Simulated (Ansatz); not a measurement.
## PrMgH: computed properties

These are results of DFT PBE, scalar-relativistic, plane waves, PAW, and for the lanthanide a 4f-in-core norm-conserving potential, in Ansatz 0.2.0, not measurements.

Plane waves to 660 eV, a k mesh through Γ of 10×10×4 on the computed 6-atom cell and Gaussian smearing (0.10 eV); no spin polarisation.

The structure is relaxed at this level of theory with its symmetry kept, and needn't be the ground state of this composition.

Space group Pmmm (No. 47), orthorhombic, a = 3.588 Å, b = 3.592 Å, c = 10.638 Å. Pr on its first site has 4 Mg at 3.44 Å and 4 Pr at 3.59 Å; Pr on its second site is surrounded by 4 H at 2.30 Å, 8 Mg at 3.48 Å and 4 Pr at 3.59 Å; Mg has 2 H at 2.03 Å, 6 Pr at 3.44–3.48 Å and 4 Mg at 3.59 Å; H is surrounded by 2 Mg at 2.03 Å and 2 Pr at 2.30 Å.

* Volume per atom: 154.2 bohr³
* Kohn–Sham band gap: none (metal)
* Density of states at the Fermi level: 3.6 states/eV per cell

Spin-orbit coupling is left out, which matters for the bands of heavy elements.

Another cell of PrMgH relaxed alike, in P4/mmm, lies 223 meV/atom lower, so this cell isn't the stable form at this level.

The cell was found from a structure generator's guess, not taken from experiment.

The lanthanide is trivalent by construction, without f bands, f moments or other valences.
